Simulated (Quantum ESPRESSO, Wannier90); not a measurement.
## RbAu (CsCl type), plane waves to Wannier functions

```yaml
crystal:
  lattice:
    - [4.10459, 0.00000, 0.00000]
    - [0.00000, 4.10459, 0.00000]
    - [0.00000, 0.00000, 4.10459]
  atoms:
    - { symbol: Rb, position: [0.50000, 0.50000, 0.50000] }
    - { symbol: Au, position: [0.00000, 0.00000, 0.00000] }
```

Materials Project entry mp-30373; symmetrised, unrelaxed at this level. COD (Crystallography Open Database) has an entry of this formula and space group (matched by these alone). Computed values, not measurements, from PBEsol: Quantum ESPRESSO (norm-conserving PseudoDojo potentials, cutoff 61 Ry, spinors with spin-orbit coupling) on a Γ-centred 6×6×6 mesh, then Wannier90. Density: 10×10×10 mesh, cold smearing 0.01 Ry. The gap is small at this level and was sampled on the meshes and a path alone.

Valence charges of the files: Rb 9, Au 19. 74 bands were computed.

Isolated groups of bands, relative to the valence-band maximum (bands from 29 on overlap up to the last one computed):

```json
[
 {"bands": "1–2", "from (eV)": "-103.97", "to (eV)": "-103.97", "filling": "filled", "weight on atomic waves": "Au 5s 99 %"},
 {"bands": "3–4", "from (eV)": "-67.67", "to (eV)": "-67.67", "filling": "filled", "weight on atomic waves": "Au 5p 100 %"},
 {"bands": "5–8", "from (eV)": "-51.08", "to (eV)": "-51.08", "filling": "filled", "weight on atomic waves": "Au 5p 100 %"},
 {"bands": "9–10", "from (eV)": "-26.88", "to (eV)": "-26.82", "filling": "filled", "weight on atomic waves": "Rb 4s 98 %"},
 {"bands": "11–12", "from (eV)": "-11.74", "to (eV)": "-11.48", "filling": "filled", "weight on atomic waves": "Rb 4p 98 %"},
 {"bands": "13–16", "from (eV)": "-10.94", "to (eV)": "-10.56", "filling": "filled", "weight on atomic waves": "Rb 4p 98 %"},
 {"bands": "17–28", "from (eV)": "-3.95", "to (eV)": "0.00", "filling": "filled", "weight on atomic waves": "Au 5d 83 %, Au 6s 13 %"}
]
```

Wanted is a model with the orbitals Rb s p d, Au s p d, without the filled groups that are mainly made of other shells (semicore states, and anion s where it isn't named); all higher bands stay in for disentanglement.

Q: Give num_wann, exclude_bands and num_bands, and the number of electrons that the model holds.

A: Electrons: 1×9 + 1×19 = 28, which fill 28 bands.
num_wann = 2 × (1×9 + 1×9) = 36.
exclude_bands = 1-16, 16 bands, so num_bands = 74 − 16 = 58.
The model holds 28 − 1×16 = 12 electrons. With the window frozen to 1.64 eV it follows pw.x to 2.4 meV rms (states up to 1.1 eV relative to the valence-band maximum).
